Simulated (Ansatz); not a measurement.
# Calculated with Ansatz: CaIn2Re2, relaxation

Input:

```yaml
crystal:
  lattice:
    - [3.978989, 0.0, 0.0]
    - [-1.989494, 3.445909, 0.0]
    - [0.0, 0.0, 17.002931]
  atoms:
    - { symbol: In, position: [0.33333, 0.66667, 0.17198] }
    - { symbol: In, position: [0.66667, 0.33333, 0.67198] }
    - { symbol: In, position: [0.33333, 0.66667, 0.32802] }
    - { symbol: In, position: [0.66667, 0.33333, 0.82802] }
    - { symbol: Re, position: [0.33333, 0.66667, 0.60362] }
    - { symbol: Re, position: [0.66667, 0.33333, 0.10362] }
    - { symbol: Re, position: [0.33333, 0.66667, 0.89638] }
    - { symbol: Re, position: [0.66667, 0.33333, 0.39638] }
    - { symbol: Ca, position: [0.0, 0.0, 0.0] }
    - { symbol: Ca, position: [0.0, 0.0, 0.5] }
  symmetry: { tolerance: 0.0003 }
kpoints:
  mp_grid: { grid: [10, 10, 2], shift: [0, 0, 0] }
magnetization:
  spin_polarized: false
scf:
  occupations: { method: fermi_dirac }
  lower_state_search: "off"
hamiltonian:
  pseudopotentials: { kind: paw }
  xc: pbe
basis:
  ecutwfc: 420
  fft_grid_basis: typed
relax:
  max_steps: 60
  f_tol: 0.03
output:
  forces: true
  stress: true
  eigenvalues: true
  bader: true
  populations: true
  elf: true
  write_potential: true
  volumetric_format: npy
  dos:
    e_range: [-12, 8]
    de: 0.05
    projected: { site_lists: { Ca: [Ca], In: [In], Re: [Re] } }
  write_density: true
checkpoint:
  read: saved_state
```

Run with:

```bash
ansatz run input.yaml --threads 2 --pin off --max-ram 2560MiB --backend cpu --events-out ev --progress --plain --runs-dir out
```

Origin of the cell: a known structure type with other elements, at an estimated volume, so it need not be a known compound.

The smearing width isn't typed, so it takes its default of 0.1 eV.

The saved state is a converged single point of the same cell.

Steps:

| step | ΔF (meV/atom) | max force component (eV/Å) | SCF iterations | step was |
| --- | --- | --- | --- | --- |
| 1 | 0.0 | 1.003 | 6 | accepted |
| 2 | -42.1 | 0.158 | 5 | accepted |
| 3 | -43.4 | 0.042 | 6 | accepted |
| 4 | -43.4 | 0.066 | 6 | accepted |
| 5 | -43.4 | 0.001 | 5 | accepted |

Step 1, with forces in eV/Å:

```xyz
10
Lattice="3.979 0.000 0.000 -1.989 3.446 0.000 0.000 0.000 17.003" Properties=species:S:1:pos:R:3:forces:R:3 pbc="T T T" step=1
In    0.000    2.297    2.924    0.000    0.000    0.360
In    1.989    1.149   11.426    0.000    0.000    0.360
In    0.000    2.297    5.577    0.000    0.000   -0.360
In    1.989    1.149   14.079    0.000    0.000   -0.360
Re    0.000    2.297   10.263    0.000    0.000   -1.003
Re    1.989    1.149    1.762    0.000    0.000   -1.003
Re    0.000    2.297   15.241    0.000    0.000    1.003
Re    1.989    1.149    6.740    0.000    0.000    1.003
Ca    0.000    0.000    0.000    0.000    0.000    0.000
Ca    0.000    0.000    8.501    0.000    0.000    0.000
```

Step 2, with forces in eV/Å:

```xyz
10
Lattice="3.979 0.000 0.000 -1.989 3.446 0.000 0.000 0.000 17.003" Properties=species:S:1:pos:R:3:forces:R:3 pbc="T T T" step=2
In    0.000    2.297    2.890    0.000    0.000    0.056
In    1.989    1.149   11.391    0.000    0.000    0.056
In    0.000    2.297    5.611    0.000    0.000   -0.056
In    1.989    1.149   14.113    0.000    0.000   -0.056
Re    0.000    2.297   10.065    0.000    0.000   -0.158
Re    1.989    1.149    1.563    0.000    0.000   -0.158
Re    0.000    2.297   15.439    0.000    0.000    0.158
Re    1.989    1.149    6.938    0.000    0.000    0.158
Ca    0.000    0.000    0.000    0.000    0.000    0.000
Ca    0.000    0.000    8.501    0.000    0.000    0.000
```

Step 3, with forces in eV/Å:

```xyz
10
Lattice="3.979 0.000 0.000 -1.989 3.446 0.000 0.000 0.000 17.003" Properties=species:S:1:pos:R:3:forces:R:3 pbc="T T T" step=3
In    0.000    2.297    2.883    0.000    0.000   -0.042
In    1.989    1.149   11.385    0.000    0.000   -0.042
In    0.000    2.297    5.618    0.000    0.000    0.042
In    1.989    1.149   14.120    0.000    0.000    0.042
Re    0.000    2.297   10.026    0.000    0.000   -0.011
Re    1.989    1.149    1.524    0.000    0.000   -0.011
Re    0.000    2.297   15.479    0.000    0.000    0.011
Re    1.989    1.149    6.977    0.000    0.000    0.011
Ca    0.000    0.000    0.000    0.000    0.000    0.000
Ca    0.000    0.000    8.501    0.000    0.000    0.000
```

Step 4, with forces in eV/Å:

```xyz
10
Lattice="3.979 0.000 0.000 -1.989 3.446 0.000 0.000 0.000 17.003" Properties=species:S:1:pos:R:3:forces:R:3 pbc="T T T" step=4
In    0.000    2.297    2.872    0.000    0.000    0.066
In    1.989    1.149   11.373    0.000    0.000    0.066
In    0.000    2.297    5.630    0.000    0.000   -0.066
In    1.989    1.149   14.131    0.000    0.000   -0.066
Re    0.000    2.297   10.013    0.000    0.000   -0.017
Re    1.989    1.149    1.512    0.000    0.000   -0.017
Re    0.000    2.297   15.491    0.000    0.000    0.017
Re    1.989    1.149    6.990    0.000    0.000    0.017
Ca    0.000    0.000    0.000    0.000    0.000    0.000
Ca    0.000    0.000    8.501    0.000    0.000    0.000
```

Step 5, with forces in eV/Å:

```xyz
10
Lattice="3.979 0.000 0.000 -1.989 3.446 0.000 0.000 0.000 17.003" Properties=species:S:1:pos:R:3:forces:R:3 pbc="T T T" step=5
In    0.000    2.297    2.877    0.000    0.000   -0.001
In    1.989    1.149   11.379    0.000    0.000   -0.001
In    0.000    2.297    5.624    0.000    0.000    0.001
In    1.989    1.149   14.126    0.000    0.000    0.001
Re    0.000    2.297   10.016    0.000    0.000    0.000
Re    1.989    1.149    1.514    0.000    0.000    0.000
Re    0.000    2.297   15.489    0.000    0.000    0.000
Re    1.989    1.149    6.987    0.000    0.000    0.000
Ca    0.000    0.000    0.000    0.000    0.000    0.000
Ca    0.000    0.000    8.501    0.000    0.000    0.000
```

```yaml
Free_energy_lowered_by: 43.4 meV/atom
Final_pressure: 7.47 GPa
Relaxation_steps_listed: 5
Gap_on_the_mesh: none (metal)
```

Caveats: no moments, though an odd count or open d shells may carry them; no spin-orbit coupling, though heavy elements are present; the SCF threshold is looser than advised for a stress; the relaxation held the start's symmetry, so the end may be a saddle point.

The run took 130 s of wall time on 2 CPU thread(s) of a shared host, from a saved density.
